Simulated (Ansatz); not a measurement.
Question: Each is relaxed and computed with the program Ansatz at the PBEsol level (PAW). Which is the only metal?
A) TiO2, anatase
B) TiZnO3, R-3 (Ti on 6c, Zn on 6c, O on 18f)
C) TiSi, Cmmm (Ti on 2b, Si on 2d)
D) Si3N4, P6_3/m (Si on 6h, N on 2c, N on 6h)

Answer: C, TiSi, Cmmm (Ti on 2b, Si on 2d). TiSi: metal; TiO2: gap 2.11 eV (indirect); Si3N4: gap 4.19 eV (indirect); TiZnO3: gap 3.07 eV (indirect). Standing as an ambient phase not checked: TiSi, Cmmm (Ti on 2b, Si on 2d); TiZnO3, R-3 (Ti on 6c, Zn on 6c, O on 18f). All cells were relaxed under the symmetry of their starts (and spin orders); stability against distortions was not tested throughout. Rows with no word on spin ran without spin polarisation.

Potentials: the later of the program's two PAW sets.
